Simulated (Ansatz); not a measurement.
**Structure relaxation, Pd**

The start is a generated trial cell of Pd in the AFLOW prototype A_hR1_166_a (A10, as in Hg). A full variable-cell relaxation at zero pressure is run with PBE (plane waves to 420 eV, PAW, scalar-relativistic; Ansatz, a program for electronic structure). The first steps use a coarse 14×14×14 k-mesh.

The start:
```
CELL_PARAMETERS angstrom
      1.48976     0.86011     1.91412
     -1.48976     0.86011     1.91412
      0.00000    -1.72022     1.91412
ATOMIC_POSITIONS crystal
  Pd 0.00000 0.00000 0.00000
```

Question: Does the structure survive the relaxation? Give the final space group.

Answer: The space group goes from R-3m (No. 166) to Fm-3m (No. 225); the end is fcc (Cu type), with 1 atom in the primitive cell.

Question: How much energy is released per atom?

Answer: 0.25 eV/atom.

Question: How does the volume per atom move from start to end?

Answer: +4.1 %, from 14.72 to 15.32 Å³/atom.

Question: How do the shortest distances between atoms change?

Answer: The closest pairs of elements (up to four, under 3.6 Å), start → end: Pd–Pd 2.57 → 2.79 Å.

Question: What band gap does the relaxed structure have at this level?

Answer: No gap (metallic).

Question: Give the final cell and atomic positions.

Answer: 
```cif
data_Pd4
_chemical_formula_sum 'Pd4'
_space_group_name_H-M_alt 'Fm-3m'
_space_group_IT_number 225
_space_group_name_Hall '-F 4 2 3'
_cell_length_a 3.94276
_cell_length_b 3.94276
_cell_length_c 3.94276
_cell_angle_alpha 90.000
_cell_angle_beta 90.000
_cell_angle_gamma 90.000
loop_
_atom_site_label
_atom_site_type_symbol
_atom_site_symmetry_multiplicity
_atom_site_Wyckoff_symbol
_atom_site_fract_x
_atom_site_fract_y
_atom_site_fract_z
_atom_site_occupancy
Pd1 Pd 4 a 0.00000 0.00000 0.00000 1
```
(The calculation used a cell of 1 atom; values per cell refer to that cell.)

Final values are on a 20×20×20 k-mesh of the relaxed cell. No spin polarisation in the result. A magnetic state may lie lower.

The run could not lose the symmetry of its start; a randomly shaken copy of 2 atoms returns to this structure.
